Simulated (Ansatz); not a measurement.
**Property card for Zr6Ni16Ge7**

Zr₆Ni₁₆Ge₇:
Space group Fm-3m (No. 225); a = b = c = 11.5676 Å, α = β = γ = 90.00°

```
atom  site  symmetry       x       y       z
----  ----  --------  ------  ------  ------
Zr     24e      4m.m  0.0000  0.0000  0.2078
Ni     32f       .3m  0.3813  0.3813  0.3813
Ni     32f       .3m  0.1693  0.1693  0.1693
Ge     24d      m.mm  0.0000  0.2500  0.2500
Ge      4b      m-3m  0.5000  0.5000  0.5000
```
(The calculation used a cell of 29 atoms; values per cell refer to that cell.)

Space group Fm-3m (No. 225); conventional cell a = 11.568 Å, b = 11.568 Å, c = 11.568 Å, α = 90.00°, β = 90.00°, γ = 90.00°.

Method: the program Ansatz at the r²SCAN level (PAW). The cell and atoms are relaxed at this level. Other levels are named where they apply.

### Cell and energy

- Volume per atom = 13.34 Å³
- Density = 8.56 g/cm³
- Formation energy from the elements (no fitted shifts) = -0.61 eV/atom

### Electronic structure

- Electronic character = metallic (no gap)
- Density of states at the Fermi level = 0.61 states/eV per atom (mean over ±0.08 eV)

The first step of the workflow began from a Materials Project structure, measured or hypothetical; the Crystallography Open Database copy checked does not list it. Its standing as an ambient phase is unchecked. The cell was relaxed with r²SCAN under the symmetry of its start; its stability against distortions is not shown here. No spin polarisation was allowed. The references are the lowest solids computed at this level, not always the standard phases. Scalar-relativistic: spin–orbit coupling is off unless named, which matters more the heavier the elements.

Potentials: the later of the program's two PAW sets.
